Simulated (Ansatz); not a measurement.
# ⁶⁷Zn NMR of the central transition in ZnBiF5

Cell: a computed structure from the Materials Project (it need not be an observed phase).

Space group C2/c (No. 15); a = 9.3665, b = 6.8103, c = 8.5978 Å, β = 117.97°.

| site | Wyckoff | site symmetry | x | y | z |
| --- | --- | --- | --- | --- | --- |
| Zn | 4e | 2 | 0.5000 | 0.0081 | 0.7500 |
| Bi | 4a | -1 | 0.0000 | 0.0000 | 0.5000 |
| F5 | 4e | 2 | 0.5000 | 0.6396 | 0.2500 |
| F7 | 8f | 1 | 0.2697 | 0.9430 | 0.1470 |
| F9 | 8f | 1 | 0.5253 | 0.1899 | 0.4354 |

One atom of each set is listed; the run and its k-mesh use a cell of 14 atoms with edges of 5.79, 5.79, 8.60 Å.

Computed with Ansatz: DFT, PBE, plane waves and PAW, scalar-relativistic, 420 eV cutoff, Γ-centred 4×4×3 k-points, Fermi–Dirac smearing 0.02 eV.

⁶⁷Zn has I = 5/2 and Q = 122.0 mb (Pyykkö 2018); at 35.2 T its Larmor frequency is ν₀ = 94.0 MHz. Only the quadrupole interaction is simulated: positions count from each site's isotropic chemical shift, and shift anisotropy, dipolar and J coupling are left out.

Question: Give C_Q, η, the quadrupolar product P_Q = |C_Q|(1 + η²/3)^½, the second-order isotropic shift and the breadth of the pattern (static powder) for each Zn site.

Answer: 

| site | first shell | C_Q (MHz) | η | P_Q (MHz) | δ_QIS (ppm) | breadth (kHz) |
| --- | --- | --- | --- | --- | --- | --- |
| Zn | 5 F at 1.94–2.40 Å | -18.4 | 0.12 | 18.5 | -232 | 125 |

δ_QIS = −(ν_Q²/30ν₀²)[I(I+1) − 3/4](1 + η²/3) × 10⁶ ppm with ν_Q = 3|C_Q|/[2I(2I−1)]; it falls as 1/B₀² in ppm, and the breadth as 1/B₀ in kHz.

The largest force is 0.3 eV/Å, so the atoms aren't at the calculated equilibrium and relaxing them would move these values.
